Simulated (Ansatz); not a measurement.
This cell of SnO (litharge type, space group P4/nmm) is off equilibrium:

```yaml
crystal:
  lattice:
    - [3.79274, 0.00000, 0.00000]
    - [0.00000, 3.79274, 0.00000]
    - [0.00000, 0.00000, 4.76440]
  atoms:
    - { symbol: Sn, position: [0.50000, 0.00000, 0.24062] }
    - { symbol: Sn, position: [0.00000, 0.50000, 0.75938] }
    - { symbol: O, position: [0.00000, 0.00000, 0.00000] }
    - { symbol: O, position: [0.41299, 0.50000, 0.93074] }
```

Computed with r2SCAN+rVV10 (plane waves to 500 eV, PAW, scalar-relativistic; Ansatz, a first-principles code). k mesh 7×7×6 (Γ-centred), Fermi-Dirac smearing 0.05 eV. Energies are smeared free energies. Stress and pressure are positive under compression. With partly filled bands, energies and forces of such displacements shift with the k mesh and the smearing. At this level the bands of SnO touch or barely overlap; measurements give the solid a gap. SnO was relaxed with its symmetry unable to fall. The PAW data are Ansatz's earlier set.

Task: Predict the force on every atom, in eV/Å.

Result: 
```tsv
atom	Fx	Fy	Fz
Sn1	-0.246	0.000	-0.630
Sn2	-6.389	0.000	-4.252
O3	-1.734	0.000	-0.002
O4	8.370	0.000	4.884
```

Task: What is the stress tensor (GPa)?

Result: 
```
   25.4      0.0     10.7
    0.0      0.1      0.0
   10.7      0.0      5.8
```
The pressure, a third of the trace, is 10.4 GPa.

Task: In it atom 4 sits (-0.330, 0.000, -0.330) Å away from its relaxed site. What is its energy relative to the relaxed cell?

Result: 1588 meV/cell.

(For displaced atoms, the force is minus the slope of the energy, and its curvature is a force constant, which sets phonon frequencies.)
